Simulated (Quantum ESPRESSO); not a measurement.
**Kohn-Sham bands of RbCl (CsCl type)**

```
CELL_PARAMETERS angstrom
      3.93597     0.00000     0.00000
      0.00000     3.93597     0.00000
      0.00000     0.00000     3.93597
ATOMIC_POSITIONS crystal
  Rb 0.00000 0.00000 0.00000
  Cl 0.50000 0.50000 0.50000
```

Materials Project entry mp-23299; symmetrised, unrelaxed at this level. COD (Crystallography Open Database) has the formula in 2 space groups, this one among them (matched by group alone). Method: PBEsol plane waves in Quantum ESPRESSO 7.5 (PseudoDojo norm-conserving files, 47 Ry, spinors with spin-orbit coupling), Bloch states on a 6×6×6 mesh through Γ, Wannier90 4.0.1. Density: 8×8×8 mesh, cold smearing 0.01 Ry.

Energies are relative to the valence-band maximum; weights are on the orthonormalised atomic waves of the pseudopotential files, averaged over the group. 16 electrons a cell are treated as valence.

Problem. Into which isolated groups do the bands fall, where do they lie and what are they made of?

Solution. 
| bands | from (eV) | to (eV) | filling | weight on atomic waves |
|---|---|---|---|---|
| 1–2 | -24.49 | -24.39 | filled | Rb 4s 97 % |
| 3–4 | -12.40 | -12.06 | filled | Cl 3s 92 %, Rb 5s 6 % |
| 5–6 | -9.32 | -9.02 | filled | Rb 4p 98 % |
| 7–10 | -8.61 | -8.05 | filled | Rb 4p 98 % |
| 11–16 | -1.57 | 0.00 | filled | Cl 3p 95 % |

The Kohn-Sham gap over both meshes and the path is 4.77 eV.
